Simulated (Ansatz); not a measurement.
SnPd (space group Pnma)

```
CELL_PARAMETERS angstrom
      6.07682     0.00000     0.00000
      0.00000     3.87149     0.00000
      0.00000     0.00000     6.28481
ATOMIC_POSITIONS crystal
  Sn 0.81018 0.75000 0.59367
  Sn 0.18982 0.25000 0.40633
  Sn 0.68982 0.25000 0.09367
  Sn 0.31018 0.75000 0.90633
  Pd 0.98897 0.75000 0.18678
  Pd 0.01103 0.25000 0.81322
  Pd 0.51103 0.25000 0.68678
  Pd 0.48897 0.75000 0.31322
```

The slice is a (100) plane (indices of the conventional cell) through the point (0.310, 0.750, 0.906) (fractional), spanned by u = [010] and v = [001] in vectors of this cell: u (3.87 Å) and v (6.28 Å, at 90° to u). It covers one period; positions are fractions (u, v).

These are LDA (plane waves to 420 eV, PAW, scalar-relativistic; Ansatz, a quantum-chemistry and plane-wave program) values and carry that method's errors. k mesh 8×12×8. Near the nuclei the fields are pseudised (PAW); where an atom keeps semicore shells as valence, they peak there. SnPd is run without spin polarisation. SnPd was relaxed with its symmetry unable to fall.

Question: Predict the map of the valence electron density on the slice.

Answer: 
```
|9999887755443322221111112222334455778899|
|8888776644333322222222222222333344667788|
|7777665544333322222222222222333344556677|
|5555444433332222222222222222223333444455|
|4433333322222222222222222222222222333333|
|2222222222222222223333332222222222222222|
|1111111122222222223333332222222222111111|
|1111111111112222223333332222221111111111|
|0000001111112222223333332222221111110000|
|0000001111112222333333333322221111110000|
|0000001111112222333333333322221111110000|
|0000111111222233333333333333222211111100|
|1111111122223333444444444433332222111111|
|1111112222223344445555554444332222221111|
|2222222222333344555555555544333322222222|
|3322222233333344555566555544333333222222|
|3333333333333344555555555544333333333333|
|3333333333333344445555554444333333333333|
|3333333333333333334444443333333333333333|
|3333333322222233333333333333222222333333|
|3333332222222222222222222222222222223333|
|3322222222221111111111111111112222222222|
|2222222222111111111111111111111122222222|
|2222222211111100000000000000111111222222|
|2222222211111100000000000000111111222222|
|3333222222111100000000000000111122222233|
|4444333322221100000000000000112222333344|
|5555444433221111000000000011112233444455|
|7777665544332211110000001111223344556677|
|8888776644332211111100111111223344667788|
|9999887755442222111111111122224455778899|
|9999887755443322111111111122334455778899|
```
Scale: ten equal steps from -1.31 (start of '0') to 1.22 (end of '9'), in the order '0123456789'. Values: log₁₀ of the valence density in e/Å³. The map has 20 points along u (two characters each, u = 0 at the left) and 32 along v (v = 0 in the bottom row). The scale is logarithmic, as a density can span decades between atoms and voids.
